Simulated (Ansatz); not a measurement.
Geometry optimisation in Ansatz: input, command and trajectory.

```yaml
crystal:
  lattice:
    - [2.176794163, 1.256772696, 8.5323466262]
    - [-2.176794163, 1.256772696, 8.5323466262]
    - [0.0, -2.5135453919, 8.5323466262]
  atoms:
    - { symbol: Bi, position: [0.405419462, 0.405419462, 0.405419462] }
    - { symbol: Bi, position: [0.594580538, 0.594580538, 0.594580538] }
    - { symbol: Se, position: [0.0, 0.0, 0.0] }
    - { symbol: Se, position: [0.2063314784, 0.2063314784, 0.2063314784] }
    - { symbol: Se, position: [0.7936685216, 0.7936685216, 0.7936685216] }
    - { symbol: H, position: [0.5, 0.5, 0.5] }
basis:
  ecutwfc: 420
kpoints:
  mp_grid: { grid: [12, 12, 12] }
hamiltonian:
  xc: pbe
  dispersion: d3bj
scf:
  occupations: { method: gaussian, width: 0.1 }
output:
  forces: true
  stress: true
  eigenvalues: true
relax:
  adjacent_minimum: "off"
  f_tol: 0.025
  max_steps: 70
  cell: { stress_tol: 0.12 }
```

```bash
ansatz run input.yaml --threads 2 --pin off --max-ram 5120MiB --backend cpu --events-out ev --progress --plain --runs-dir out
```

The calculation used Ansatz 0.2.0, DFT PBE+D3(BJ), scalar-relativistic, plane waves, PAW.

Of 4 frames 4 are shown, positions in Å and forces in eV/Å; the SCF threshold varies from step to step. Steps run on the plane waves of an earlier cell, with a Pulay correction in the pressure. The basis is chosen afresh for the last frame, the zero of the energies, and can be on the way; energy and pressure step there, also at an unchanged geometry. The mark taken_back stands on steps that the optimiser undid.

```xyz
6
Lattice="2.1768 1.2568 8.5323 -2.1768 1.2568 8.5323 0.0000 -2.5135 8.5323" Properties=species:S:1:pos:R:3:forces:R:3 pbc="T T T" step=1 free_energy_over_end_meV_per_atom=0.03 pressure_GPa=-0.04
Bi    0.0000    0.0000   10.3775    0.0000    0.0000   -0.0160
Bi    0.0000    0.0000   15.2195    0.0000    0.0000    0.0160
Se    0.0000    0.0000    0.0000    0.0000    0.0000    0.0000
Se    0.0000    0.0000    5.2815    0.0000    0.0000   -0.0270
Se    0.0000    0.0000   20.3156    0.0000    0.0000    0.0270
H     0.0000    0.0000   12.7985    0.0000    0.0000    0.0000
6
Lattice="2.1748 1.2556 8.5311 -2.1748 1.2556 8.5311 0.0000 -2.5112 8.5311" Properties=species:S:1:pos:R:3:forces:R:3 pbc="T T T" step=2 free_energy_over_end_meV_per_atom=0.02 pressure_GPa=-0.03 taken_back
Bi    0.0000    0.0000   10.3756    0.0000    0.0000    0.0250
Bi    0.0000    0.0000   15.2176    0.0000    0.0000   -0.0250
Se    0.0000    0.0000    0.0000    0.0000    0.0000    0.0000
Se    0.0000    0.0000    5.2695    0.0000    0.0000    0.0330
Se    0.0000    0.0000   20.3238    0.0000    0.0000   -0.0330
H     0.0000    0.0000   12.7966    0.0000    0.0000    0.0000
6
Lattice="2.1755 1.2560 8.5304 -2.1755 1.2560 8.5304 0.0000 -2.5121 8.5304" Properties=species:S:1:pos:R:3:forces:R:3 pbc="T T T" step=3 free_energy_over_end_meV_per_atom=-0.01 pressure_GPa=0.00
Bi    0.0000    0.0000   10.3754    0.0000    0.0000   -0.0010
Bi    0.0000    0.0000   15.2158    0.0000    0.0000    0.0010
Se    0.0000    0.0000    0.0000    0.0000    0.0000    0.0000
Se    0.0000    0.0000    5.2748    0.0000    0.0000   -0.0010
Se    0.0000    0.0000   20.3164    0.0000    0.0000    0.0010
H     0.0000    0.0000   12.7956    0.0000    0.0000    0.0000
6
Lattice="2.1755 1.2560 8.5304 -2.1755 1.2560 8.5304 0.0000 -2.5121 8.5304" Properties=species:S:1:pos:R:3:forces:R:3 pbc="T T T" step=4 free_energy_over_end_meV_per_atom=0.00 pressure_GPa=0.00
Bi    0.0000    0.0000   10.3754    0.0000    0.0000   -0.0010
Bi    0.0000    0.0000   15.2158    0.0000    0.0000    0.0010
Se    0.0000    0.0000    0.0000    0.0000    0.0000    0.0000
Se    0.0000    0.0000    5.2748    0.0000    0.0000   -0.0010
Se    0.0000    0.0000   20.3164    0.0000    0.0000    0.0010
H     0.0000    0.0000   12.7956    0.0000    0.0000    0.0000
```

It took 2.7 min on 2 threads of Arm Neoverse V1 (shared host), peak memory 1.1 GiB.

Spin–orbit coupling is left out, which can shift energies with elements as heavy as these. Spin polarisation was left out, and a magnetic state may lie lower.